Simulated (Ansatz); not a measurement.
NaI:
```xyz
2
Lattice="0.0000 3.2304 3.2304 3.2304 0.0000 3.2304 3.2304 3.2304 0.0000" Properties=species:S:1:pos:R:3 pbc="T T T"
Na     0.0000     0.0000     0.0000
I      3.2304     3.2304     3.2304
```

Tensor components refer to the Cartesian frame of this cell.

### Question
Give the high-frequency dielectric tensor and the Born effective charge tensors of the independent atoms from DFPT, plane-wave PAW r²SCAN (Ansatz code).

### Answer

ε∞:
```
3.16  0.00  0.00
0.00  3.16  0.00
0.00  0.00  3.16
```
Z* of atom 1 (Na), rows: field, columns: displacement, in e:
```
1.17  0.00  0.00
0.00  1.17  0.00
0.00  0.00  1.17
```
Z* of atom 2 (I), rows: field, columns: displacement, in e:
```
-1.17   0.00   0.00
 0.00  -1.17   0.00
 0.00   0.00  -1.17
```

Static charges for comparison (Bader): Na1 +0.87, I2 -0.87 e. Born charges measure polarisation by displacement and can exceed these by far.

Space group Fm-3m (rock salt). The r²SCAN relaxation kept the symmetry of its start. Scalar-relativistic: spin–orbit coupling is off unless named, which matters more the heavier the elements.

Potentials: the later of the program's two PAW sets.
